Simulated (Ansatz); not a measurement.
NbTe: changing the choice of potentials or basis

```
Te Nb
1.0
     3.70297    0.00000    0.00000
    -1.85149    3.20687    0.00000
     0.00000    0.00000    3.69421
Te Nb
1 1
Direct
  0.66667 0.33333 0.00000
  0.00000 0.00000 0.50000
```

The cell comes from a database or a generator and needn't be the stable form of this composition.

Kept alike: task equation of state; functional PBE; k mesh 8 × 8 × 7; occupations fermi-dirac, width 0.05 eV; no spin polarisation. Program: Ansatz. Cutoffs run from 420 to 1450 eV. The mesh is that of the run's cell of 2 atoms. No spin-orbit coupling.

| choice of potentials or basis | volume (Å³/atom) | bulk modulus (GPa) |
| --- | --- | --- |
| Ansatz NC | 21.827 | 121.6 |
| Ansatz PAW | 21.822 | 121.6 |
| Ansatz PAW (files of its older set among them) | 21.823 | 121.6 |
| JTH PAW | 21.961 | 122.2 |
| PseudoDojo standard | 21.818 | 121.6 |
| PseudoDojo stringent | 21.832 | 121.5 |
| SPMS NC | 21.880 | 121.5 |

Volume and modulus come from cells scaled at fixed shape and fractions; off cubic symmetry such a modulus can lie above the relaxed one.

Question: What does the choice of potentials or basis change here?

Answer: The volume runs from 21.818 (PseudoDojo standard) to 21.961 Å³/atom (JTH PAW). The bulk modulus runs from 121.5 (PseudoDojo stringent; SPMS NC) to 122.2 GPa (JTH PAW).
